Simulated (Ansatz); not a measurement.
# Data sheet: Be3Al (DFT)

Be$_{3}$Al:
```cif
data_AlBe3
_chemical_formula_sum 'Be3 Al1'
_space_group_name_H-M_alt 'P 1'
_space_group_IT_number 1
_cell_length_a 3.46686
_cell_length_b 3.46686
_cell_length_c 3.46686
_cell_angle_alpha 90.000
_cell_angle_beta 90.000
_cell_angle_gamma 90.000
loop_
_space_group_symop_operation_xyz
  'x, y, z'
loop_
_atom_site_label
_atom_site_type_symbol
_atom_site_fract_x
_atom_site_fract_y
_atom_site_fract_z
_atom_site_occupancy
Be1 Be 0.00000 0.50000 0.50000 1
Be2 Be 0.50000 0.50000 0.00000 1
Be3 Be 0.50000 0.00000 0.50000 1
Al1 Al 0.00000 0.00000 0.00000 1
```

Space group Pm-3m (No. 221), Cu3Au type; conventional cell a = b = c = 3.4669 Å, α = β = γ = 90.00°.

Method: DFT-PBEsol in the program Ansatz with PAW potentials. The cell and atoms are relaxed at this level. Other levels are named where they apply.

**Cell and energy**

```yaml
volume_per_atom: 10.42 Å³
density: 2.15 g/cm³
Formation energy from the elements (no fitted shifts): 0.29 eV/atom
```

**Electronic structure**

```yaml
electronic_character: metallic (no gap)
Density of states at the Fermi level: 0.39 states/eV per atom (mean over ±0.08 eV)
```

**Mechanics**

```yaml
Bulk modulus (Birch–Murnaghan fit): 103 GPa
Pressure derivative B′: 3.4
Elastic constants (relaxed ions, GPa): C11 = 196, C12 = 56.1, C44 = 4.1
mechanical_stability: stable (all eigenvalues of C positive)
```

**Phonons**

```yaml
highest_zone_centre_frequency: 458 cm⁻¹
zone_centre_stability: no imaginary mode at Γ
```

A made-up cell: these elements were put on the sites of a structure type; neither database checked (COD, Materials Project) lists it. Whether it is the stable phase at ambient conditions was not checked. Symmetry was held in the PBEsol relaxation. As this level gives no gap, shear constants depend on the k-mesh and smearing (Fermi–Dirac, 0.1 eV here). As this level gives no gap, phonon frequencies hold no LO–TO term and depend on the k-mesh and smearing (Fermi–Dirac, 0.1 eV here). The references are the lowest solids computed at this level, not always the standard phases.

Potentials: the earlier of the program's two PAW sets. The files were generated under PBE; for other functionals the program regenerates the frozen cores, and for LDA and PBEsol the local potential too.
